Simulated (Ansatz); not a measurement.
Crystals of one structure type (CsCl type) and one family of elements, relaxed and computed with plane-wave PAW PBEsol (Ansatz code).

```csv
crystal,V (Å³/atom),K_Hill (GPa)
AlCo,11.24,194
GaCo,11.45,201
AlRh,13.12,?
AlIr,13.36,246
GaIr,13.76,244
```

Problem. Fit a straight line to ln K against ln V and predict the withheld value.

Solution. Least squares on the 4 shown rows: ln K = 1.19 × ln V + (2.397), with a scatter of 2 %. For AlRh this gives 235. The run itself gave 212, outside the scatter: the line misses something about this case.

Standing as an ambient phase not checked: AlRh, CsCl type; AlIr, CsCl type; GaIr, CsCl type. Began spin-polarised and lost the moments: AlCo, CsCl type; GaCo, CsCl type. Perhaps ordered models of mixed-site phases: AlRh, CsCl type; AlIr, CsCl type. All cells were relaxed under the symmetry of their starts (and spin orders); stability against distortions was not tested throughout. Rows with no word on spin ran without spin polarisation. Scalar-relativistic: spin–orbit coupling is off unless named, which matters more the heavier the elements.

Potentials: the later of the program's two PAW sets.
